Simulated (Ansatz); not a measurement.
Born–Oppenheimer molecular dynamics of a 17-atom BaZrBe₃F₁₂ cell at 14.18 Å³/atom, computed with Ansatz: Langevin thermostat at 1900 K, 250 steps of 1.5 fs, friction 0.03 1/fs. The run is short and the cell small, so it isn't an equilibrium average.

```yaml
crystal:
  lattice:
    - [6.285892, -0.072133, 0.090115]
    - [-0.072133, 6.311205, 0.095776]
    - [0.090115, 0.095776, 6.078254]
  atoms:
    - { symbol: Zr, position: [0.7720502452, 0.6449709137, 0.7708265653] }
    - { symbol: F, position: [0.7073891278, 0.6451975981, 0.4446453582] }
    - { symbol: F, position: [0.776395344, 0.9277011133, 0.6148582702] }
    - { symbol: F, position: [0.5054196074, 0.7050484012, 0.8282323799] }
    - { symbol: F, position: [0.1079917992, 0.1948098684, 0.010307261] }
    - { symbol: F, position: [0.4217171131, 0.0875730741, 0.346903023] }
    - { symbol: F, position: [0.9158692343, 0.6186603284, 0.0702264116] }
    - { symbol: F, position: [0.9357570164, 0.3497376945, 0.4310044957] }
    - { symbol: F, position: [0.527814554, 0.1379938504, 0.8094259117] }
    - { symbol: F, position: [0.1466479887, 0.8739842626, 0.7485302646] }
    - { symbol: F, position: [0.8039820898, 0.9990762197, 0.1856406764] }
    - { symbol: F, position: [0.2678836634, 0.5121944556, 0.27810637] }
    - { symbol: F, position: [0.8171557035, 0.3862223849, 0.7916073741] }
    - { symbol: Ba, position: [0.2540019908, 0.49333511, 0.6855368429] }
    - { symbol: Be, position: [0.0793283236, 0.3366782978, 0.2070837968] }
    - { symbol: Be, position: [0.7704001353, 0.7487771477, 0.2287900379] }
    - { symbol: Be, position: [0.5567270014, 0.0248387091, 0.5454779632] }
  symmetry: { detect: false }
basis:
  ecutwfc: 420
  xc_grid: 1
kpoints:
  mp_grid: { grid: [1, 1, 1], shift: [0.0, 0.0, 0.0] }
hamiltonian:
  xc: pbe
scf:
  occupations: { method: fermi_dirac, width: 0.1637 }
  lower_state_search: "off"
  convergence: { dr2_threshold: 1.0e-05 }
output:
  forces: true
  stress: true
md:
  timestep: 1.5
  n_steps: 250
  ensemble: nvt_langevin
  friction: 0.03
  temperature: 1900.0
  initial_velocities: maxwell_boltzmann
  seed: 82882
```

```bash
ansatz run input.yaml --threads 2 --pin off --max-ram 5120MiB --backend cpu --events-out ev --progress --plain --runs-dir out
```

The calculation used DFT PBE, scalar-relativistic, plane waves, PAW in Ansatz 0.2.0.

6 frames, positions in Å (not wrapped into the cell) and forces in eV/Å:

```xyz
17
Lattice="6.286 -0.072 0.090 -0.072 6.311 0.096 0.090 0.096 6.078" Properties=species:S:1:pos:R:3:forces:R:3 pbc="T T T" time_fs=0.0 temperature_K=1788 free_energy_over_first_frame_eV=0.000
Zr    4.876    4.089    4.817    6.200    9.200   -0.900
F     4.440    4.064    2.828   -1.610   -1.510   -2.230
F     4.869    5.858    3.896   -0.520    2.430   -0.900
F     3.201    4.493    5.147   -4.000    2.070    3.060
F     0.666    1.223    0.091    0.110    2.530    1.240
F     2.676    0.555    2.155    1.210   -0.880    2.410
F     5.719    3.845    0.569   -0.670    0.420    1.280
F     5.896    2.181    2.738    1.230   -0.530   -1.840
F     3.381    0.910    4.981   -0.780   -0.230   -2.890
F     0.926    5.577    4.647   -1.240   -2.180   -0.330
F     4.998    6.265    1.297   -1.000   -3.860    0.280
F     1.672    3.240    1.764   -0.640   -0.760   -1.070
F     5.180    2.454    4.922    1.340   -9.210    0.390
Ba    1.623    3.161    4.237   -1.530   -3.320   -1.130
Be    0.493    2.139    1.298    0.800   -0.570    1.200
Be    4.809    4.692    1.532    1.790    3.600    0.300
Be    3.547    0.169    3.368   -0.690    2.790    1.130
17
Lattice="6.286 -0.072 0.090 -0.072 6.311 0.096 0.090 0.096 6.078" Properties=species:S:1:pos:R:3:forces:R:3 pbc="T T T" time_fs=75.0 temperature_K=2045 free_energy_over_first_frame_eV=-5.164
Zr    5.046    4.563    4.768   -0.550   -1.530    6.840
F     3.802    3.899    3.406   -0.380    0.210   -3.790
F     5.212    5.951    3.620    0.490    2.950   -2.540
F     3.290    4.533    5.883    0.770   -0.100   -1.000
F     0.885    1.097    0.135   -0.970    0.840    0.890
F     2.411    1.223    2.088   -0.180    0.150   -0.110
F     5.302    3.979    1.001    0.390   -0.960   -0.840
F     5.897    2.212    2.558    0.020   -1.710   -1.010
F     3.672    1.200    4.295    0.190   -0.980   -2.140
F     0.689    4.752    4.529    0.890    1.320    0.360
F     4.257    5.852    1.517   -1.530    3.550    1.020
F     1.433    3.592    1.415   -0.360   -2.110    0.150
F     5.491    2.708    4.858    0.150   -0.710    0.440
Ba    1.800    2.678    4.246   -1.560   -0.600    0.750
Be    0.548    2.035    1.289    1.290    1.910   -0.020
Be    4.249    4.480    1.855   -0.420   -0.810   -0.510
Be    3.659    0.972    2.697    1.750   -1.430    1.500
17
Lattice="6.286 -0.072 0.090 -0.072 6.311 0.096 0.090 0.096 6.078" Properties=species:S:1:pos:R:3:forces:R:3 pbc="T T T" time_fs=150.0 temperature_K=1546 free_energy_over_first_frame_eV=-6.816
Zr    4.902    4.678    5.179    2.790    2.290   -0.890
F     3.227    4.354    3.363    2.940    0.770    0.320
F     5.596    6.005    3.755   -1.390   -0.870   -0.250
F     3.107    4.349    5.922   -1.020   -0.130    0.530
F     0.982    1.069    0.075   -0.510    0.210   -0.720
F     2.205    1.630    2.096    0.760   -1.020    0.570
F     4.908    4.354    1.121    0.430   -1.920    0.420
F     5.602    1.593    2.307    1.380    0.600   -1.380
F     3.672    1.058    3.827   -0.470   -0.290    1.190
F     0.628    5.201    5.347   -1.350   -1.720    0.260
F     3.708    6.053    1.632   -0.460    1.210    0.600
F     1.768    3.789    1.846   -1.030    0.420   -1.170
F     5.112    2.826    4.891    0.650   -0.250   -0.190
Ba    1.893    2.698    4.333   -1.800   -0.770    0.510
Be    1.023    1.615    1.367   -2.400   -0.170    0.740
Be    3.211    4.159    1.721    0.320    2.580    0.110
Be    4.414    0.629    2.653    1.180   -0.950   -0.640
17
Lattice="6.286 -0.072 0.090 -0.072 6.311 0.096 0.090 0.096 6.078" Properties=species:S:1:pos:R:3:forces:R:3 pbc="T T T" time_fs=225.0 temperature_K=2713 free_energy_over_first_frame_eV=-6.229
Zr    4.917    4.985    5.286   -0.730   -2.200    0.830
F     3.574    4.461    3.579    0.530    1.330    0.200
F     5.699    5.566    3.617   -1.690    1.030   -0.980
F     2.816    4.775    5.853   -1.120    0.970   -0.010
F     0.786    1.298    0.047   -0.040    1.270   -2.200
F     1.598    1.237    2.127    2.660    0.630    2.500
F     4.028    3.711    1.170    0.400    0.610    0.460
F     5.603    1.232    2.151   -3.090    0.270    1.180
F     3.650    0.618    4.418    0.520   -0.140   -0.240
F     0.394    5.658    5.588   -0.350   -1.060    1.290
F     3.618    6.289    1.500   -0.300   -1.440    1.670
F     1.325    4.910    2.348    2.620   -0.970   -1.950
F     5.581    3.184    4.849   -0.330    0.500    0.400
Ba    1.892    2.724    4.364   -0.730   -0.160   -0.950
Be    0.459    0.901    1.361    0.690    0.040    0.520
Be    2.765    4.810    1.402   -0.300   -0.020    0.390
Be    4.028    0.082    3.102    1.260   -0.670   -3.120
17
Lattice="6.286 -0.072 0.090 -0.072 6.311 0.096 0.090 0.096 6.078" Properties=species:S:1:pos:R:3:forces:R:3 pbc="T T T" time_fs=300.0 temperature_K=1988 free_energy_over_first_frame_eV=-7.408
Zr    4.598    5.127    5.583    1.590    0.720   -3.880
F     3.438    5.110    3.378    0.220   -0.090   -0.550
F     5.872    6.006    3.448   -2.220    0.020   -0.280
F     2.555    4.595    5.944    1.120    1.270   -0.110
F     0.978    1.562    0.113    0.090   -0.720    1.180
F     1.480    1.351    2.722   -0.770   -1.090   -3.280
F     4.271    3.868    1.062   -0.370    0.050    1.970
F     5.269    1.765    1.694    1.150   -0.440    1.020
F     4.059    1.099    4.086   -0.620   -0.680   -0.420
F     0.141    5.515    5.963   -0.840    0.310    0.620
F     3.907    6.324    1.337   -1.620   -1.490   -0.910
F     1.549    4.262    2.119    1.130    0.140   -0.380
F     5.326    3.504    4.715   -0.820    0.660    0.360
Ba    1.625    2.886    4.317    0.130    1.700    0.270
Be    0.446    1.482    1.469    0.060   -0.070    1.420
Be    2.965    4.730    1.798   -0.840   -0.800    0.420
Be    4.345    0.376    2.680    2.600    0.530    2.550
17
Lattice="6.286 -0.072 0.090 -0.072 6.311 0.096 0.090 0.096 6.078" Properties=species:S:1:pos:R:3:forces:R:3 pbc="T T T" time_fs=375.0 temperature_K=1621 free_energy_over_first_frame_eV=-6.994
Zr    4.578    5.055    5.426   -1.550    2.490    0.810
F     3.852    4.796    3.343    0.620    0.570    0.700
F     6.130    5.637    3.410   -0.810   -0.010    0.740
F     2.414    4.622    5.931    1.800    0.280   -0.500
F     1.169    1.325    0.132   -0.120    0.350    0.410
F     1.703    0.785    2.347    0.090   -0.130    1.420
F     4.407    3.500    0.910   -0.760    2.090    0.120
F     5.413    1.318    1.837    0.270   -1.650    1.880
F     3.832    0.784    4.186    2.190   -1.830   -0.100
F    -0.192    5.984    6.396   -1.130   -1.710   -0.760
F     3.638    5.894    1.273    0.780    0.750   -0.530
F     2.234    3.429    2.165    0.470    1.520   -0.750
F     5.331    3.441    4.884    0.250   -1.070   -1.090
Ba    1.326    2.881    4.365    1.330   -1.010   -0.790
Be    0.543    0.755    1.522    0.870    1.350   -2.900
Be    3.229    4.505    1.522   -1.970   -3.590    1.610
Be    4.948   -0.026    2.839   -2.340    1.610   -0.270
```

Over the second half the temperature averages 2055 K and the pressure (kinetic part included, positive in compression) 6.0 GPa. Mean square displacements at the end: Ba 0.07 Å², Be 2.33 Å², F 1.40 Å², Zr 1.19 Å² (from the start of this run, the atoms' common shift taken off).

One k point is coarse for so small a cell, so forces and above all the pressure are rough.

The run took 110 s on 2 threads of Intel(R) Xeon(R) 6975P-C (Granite Rapids) (shared host), peak memory 0.47 GiB.